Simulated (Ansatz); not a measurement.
HfN (rock salt), relaxed with r²SCAN (Ansatz, a quantum-chemistry and plane-wave program, plane waves, PAW): a = b = c = 4.5258 Å, α = β = γ = 90.00°.

| Item | Value |
|---|---|
| ΔH_f (eV/atom) | -1.87 |
| B₀ by P(V) fit (GPa) | 282 |

Problem. The same phase is relaxed and computed with PBE in the same code. What are the cell and these values now?

Solution. a = 4.548 Å, b = 4.548 Å, c = 4.548 Å, α = 90.00°, β = 90.00°, γ = 90.00°.

* **ΔH_f (eV/atom)**: -1.65
* **B₀ by P(V) fit (GPa)**: 263

All cells were relaxed under the symmetry of their starts (and spin orders); stability against distortions was not tested throughout. Rows with no word on spin ran without spin polarisation. Spin–orbit coupling is left out wherever it is not named.

Potentials: the earlier of the program's two PAW sets.

Ansatz is a plane-wave DFT program.

Formation energies count from the lowest solids of the elements computed at the same level, not from gases.
